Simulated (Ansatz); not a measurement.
Consider the following.

La$_{2}$MgSi$_{2}$:
```
La2MgSi2
1.0
    7.54028     0.00000     0.00000
    0.00000     7.54028     0.00000
    0.00000     0.00000     4.49093
La Mg Si
4 2 4
Direct
  0.68033   0.18033   0.50000
  0.31967   0.81967   0.50000
  0.81967   0.68033   0.50000
  0.18033   0.31967   0.50000
  0.00000   0.00000   0.00000
  0.50000   0.50000   0.00000
  0.11253   0.61253   0.00000
  0.88747   0.38747   0.00000
  0.38747   0.11253   0.00000
  0.61253   0.88747   0.00000
```

This is the r²SCAN-relaxed structure.

Question: All from r²SCAN in the plane-wave PAW code Ansatz, unless another level is named. Give the electronic character.

Answer: metallic (no gap).

Question: What about the formation energy from the elements (no fitted shifts)?

Answer: -0.72 eV/atom.

Question: And the density of states at the Fermi level?

Answer: 0.36 states/eV per atom (mean over ±0.08 eV).

Space group P4/mbm. The first step of the workflow began from a Materials Project structure, measured or hypothetical; the Crystallography Open Database copy checked does not list it. Its standing as an ambient phase is unchecked. The r²SCAN relaxation kept the symmetry of its start; whether a distortion lowers the energy is not shown. The references are the lowest solids computed at this level, not always the standard phases. Spin–orbit coupling is left out wherever it is not named.

Potentials: the later of the program's two PAW sets.
